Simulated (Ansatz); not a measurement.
## Two states of SrTiO2

```yaml
crystal:
  lattice:
    - [3.58949, 0.00000, 0.00000]
    - [1.79474, -8.21907, 0.00000]
    - [0.00000, 0.00000, -3.94793]
  atoms:
    - { symbol: Sr, position: [0.33140, 0.33720, 0.75000] }
    - { symbol: Sr, position: [0.66860, 0.66280, 0.25000] }
    - { symbol: Ti, position: [0.06100, 0.87800, 0.75000] }
    - { symbol: Ti, position: [0.93900, 0.12200, 0.25000] }
    - { symbol: O, position: [0.94500, 0.11000, 0.75000] }
    - { symbol: O, position: [0.05500, 0.89000, 0.25000] }
    - { symbol: O, position: [0.17800, 0.64400, 0.75000] }
    - { symbol: O, position: [0.82200, 0.35600, 0.25000] }
```

The numbers come from plane-wave PAW DFT (Ansatz): r2SCAN, with U_eff = 1.09 eV on Ti d (all-electron-ortho-atomic projectors), 500 eV, 5×5×5 Γ-centred k points, fermi-dirac occupations (width 0.1 eV). Nothing was relaxed. The cell carries a charge of +2 e on a uniform background.

State A: no moments (collinear spin). State B: Ti3 up (collinear spin).

Question: Which state is lower, and how do they differ?

Answer: State A is lower by 6.1 meV an atom at zero smearing; in free energy at this smearing B lies +4.9 meV an atom from A. So small a gap isn't resolved on this mesh where a state is a metal.

```
state  free energy (meV/atom)  largest moment in a small sphere (μB)  net moment (μB/cell)  gap on mesh (eV)  pressure (GPa)  largest force (eV/Å)
    A                     0.0                                   0.10                  0.38             metal             n/a                  3.73
    B                     4.9                                   0.40                  0.89             metal             n/a                  3.86
```

Origin: a known structure type with other elements, at an estimated volume, so it need not be a known compound. Caveats: the k mesh is coarse if the cell is a metal; atoms or cell far from equilibrium; charged cell with a uniform background; the state breaks the symmetry of the cell.
